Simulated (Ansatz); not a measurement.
AlN:
```cif
data_Al4N4
_chemical_formula_sum 'N4 Al4'
_space_group_name_H-M_alt 'F-43m'
_space_group_IT_number 216
_space_group_name_Hall 'F -4 2 3'
_cell_length_a 4.40321
_cell_length_b 4.40321
_cell_length_c 4.40321
_cell_angle_alpha 90.000
_cell_angle_beta 90.000
_cell_angle_gamma 90.000
loop_
_atom_site_label
_atom_site_type_symbol
_atom_site_symmetry_multiplicity
_atom_site_Wyckoff_symbol
_atom_site_fract_x
_atom_site_fract_y
_atom_site_fract_z
_atom_site_occupancy
N1 N 4 c 0.25000 0.25000 0.25000 1
Al1 Al 4 a 0.00000 0.00000 0.00000 1
```
(The calculation used a cell of 2 atoms; values per cell refer to that cell.)

Relaxed with PBE. Plane-wave PAW PBE (Ansatz code) gives a gap of 3.31 eV.

Question: What gap does HSE06 give on the same cell (Ansatz, PAW)?

Answer: 4.53 eV, 1.22 eV more. The hybrid was solved on a coarser mesh and at special points; its gap is the smallest among all of these.

```
k  v1 PBE  c1 PBE  v1 HSE06  c1 HSE06
-  ------  ------  --------  --------
Γ    0.00    3.98         ?         ?
X   -1.74    3.31     -1.90      4.53
L   -0.47    7.17         ?         ?
W   -2.63    5.99         ?         ?
K   -1.35    5.12         ?         ?
```

Question: Top valence (v1) and lowest conduction level (c1) in eV from each method's valence maximum (which need not be a listed point): supply the withheld HSE06 values.

Answer: 
- Γ, v1 HSE06: 0.00
- Γ, c1 HSE06: 5.33
- W, v1 HSE06: -2.80
- W, c1 HSE06: 7.36
- L, v1 HSE06: -0.52
- L, c1 HSE06: 8.66
- K, v1 HSE06: -1.47
- K, c1 HSE06: 6.44

Cost on shared cores: the PBE run (SCF on a 11×11×11 mesh, then bands and DOS) about 5 core-seconds (a rough figure), the HSE06 run (SCF on 8×8×8, then a few points) roughly 30 core-seconds; the tasks are unlike.

The cell was relaxed with PBE under the symmetry of its start; phonons on a q-mesh show no instability.

Potentials: the later of the program's two PAW sets.
